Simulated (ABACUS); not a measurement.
Consider a self-consistent single point of GePdS₃ (C2/m, 10 atoms in the cell; from Materials Project mp-541785).

```xyz
10
Lattice="7.3803 -1.7358 0.0000 7.3803 1.7358 0.0000 -2.7581 0.0000 8.9039" Properties=species:S:1:pos:R:3 pbc="T T T"
Ge     0.4121     0.0000     2.6775
Ge    11.5904     0.0000     6.2264
Pd     5.6767     0.0000     0.2595
Pd     6.3259     0.0000     8.6443
S      8.0042     0.0000     4.0635
S      3.9984     0.0000     4.8404
S      2.1378     0.0000     1.2508
S      9.8648     0.0000     7.6530
S     13.1049     0.0000     1.8255
S     -1.1024     0.0000     7.0784
```

Level of theory: LDA (PW92), numerical atomic orbitals TZDP (confined pseudo-atomic orbitals; energy shift 0.01 Ry), PseudoDojo 0.4 standard norm-conserving LDA (tails mended) pseudopotentials (ABACUS 3.10.1).

ABACUS settings:

```
setting                                                               value
---------------  ----------------------------------------------------------
basis                  TZDP numerical atomic orbitals, energy shift 0.01 Ry
KPT                                                 Gamma 5 5 2 0.5 0.5 0.5
basis_type                                                             lcao
dft_functional                                                        PWLDA
ecutwfc                                                              100 Ry
smearing_method                                                    gaussian
smearing_sigma                                                0.00146997 Ry
potentials       PseudoDojo 0.4 standard norm-conserving LDA (tails mended)
symmetry                                                                  1
symmetry_prec                                                         1e-05
ks_solver                                                           genelpa
scf_nmax                                                                100
scf_thr                                                             1.0e-06
mixing_type                                                           pulay
mixing_beta                                                             0.7
```

Results:

- Number of valence electrons: 100
- Number of bands: 61
- Number of k-points after the program's reduction: 15
- Size of the basis: 242
- Number of SCF iterations: 13
- Free energy E − TS: -14004.3748 eV

The atom-centred basis is finite, which shifts total energies against plane waves. Forces and stress are left out: the polarisation orbitals used for some of these elements are too diffuse to give them reliably, and gaps can carry the same lack. The structure comes from a collection of computed structures, made at another level of theory; the collection holds predicted forms beside known ones.

Cost on one core: about 120 core-seconds (a rough figure).

The atomic orbitals were generated for these runs; they are not ABACUS's published sets and were checked against plane waves on a few crystals only.

“Tails mended”: in these copies of the files the far tail of each local potential was reset to the Coulomb form.
